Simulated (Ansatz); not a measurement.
Tl$_{2}$SnS$_{3}$:
```
CELL_PARAMETERS angstrom
     11.08360     1.90300     0.00000
    -11.08360     1.90300     0.00000
     -0.29811     0.00000     7.18087
ATOMIC_POSITIONS crystal
  Tl 0.34009 0.65991 0.22571
  Tl 0.65991 0.34009 0.77429
  Tl 0.50950 0.49050 0.25328
  Tl 0.49050 0.50950 0.74672
  Sn 0.15352 0.84648 0.26799
  Sn 0.84648 0.15352 0.73201
  S  0.08598 0.91402 0.00290
  S  0.91402 0.08598 0.99710
  S  0.08900 0.91100 0.52224
  S  0.91100 0.08900 0.47776
  S  0.72308 0.27692 0.26670
  S  0.27692 0.72308 0.73330
```

Relaxed with LDA. Special points in fractions of this cell's reciprocal vectors: Γ (0.000, 0.000, 0.000); C (0.257, 0.257, 0.000); C2 (-0.257, 0.743, 0.000); Y2 (-0.500, 0.500, 0.000); M2 (-0.500, 0.500, 0.500); D (-0.256, 0.744, 0.500); D2 (0.256, 0.256, 0.500); A (0.000, 0.000, 0.500); L2 (0.000, 0.500, 0.500); V2 (0.000, 0.500, 0.000).

Problem. List the band energies nearest the valence-band maximum at these points for DFT-LDA with spin–orbit coupling in the program Ansatz with PAW potentials.

Solution. In eV from the valence-band maximum; about four levels below and three above (degenerate sets whole), none deeper than 8.9 eV; points with the same levels are listed once.

```json
[
 {"k": "Γ", "below": "-0.89 -0.89 0.00 0.00", "above": "0.35 0.35 0.35 0.35"},
 {"k": "C", "below": "-1.00 -1.00 -0.94 -0.94", "above": "0.19 0.19 0.76 0.76"},
 {"k": "Y2", "below": "-0.93 -0.93 -0.92 -0.92", "above": "0.76 0.76 1.26 1.26"},
 {"k": "M2", "below": "-0.82 -0.82 -0.75 -0.75", "above": "0.60 0.60 0.67 0.67"},
 {"k": "D", "below": "-1.41 -1.41 -1.39 -1.39", "above": "1.40 1.40 1.53 1.53"},
 {"k": "A", "below": "-1.12 -1.12 -1.05 -1.05", "above": "0.99 0.99 1.04 1.04"},
 {"k": "L2", "below": "-1.39 -1.39 -1.37 -1.37", "above": "1.50 1.50 1.52 1.52"},
 {"k": "V2", "below": "-1.00 -1.00 -0.75 -0.75", "above": "0.03 0.03 0.74 0.74"}
]
```

Space group C2/m. The first step of the workflow began from a Materials Project structure, measured or hypothetical; the Crystallography Open Database files this formula in space group No. 12, but the cells were not matched. Whether it is the stable phase at ambient conditions was not checked. The cell was relaxed with LDA under the symmetry of its start; whether a distortion lowers the energy is not shown. A crystal of weakly bound units computed without a dispersion correction: the cell and the soft elastic constants depend strongly on that.

Potentials: the later of the program's two PAW sets.
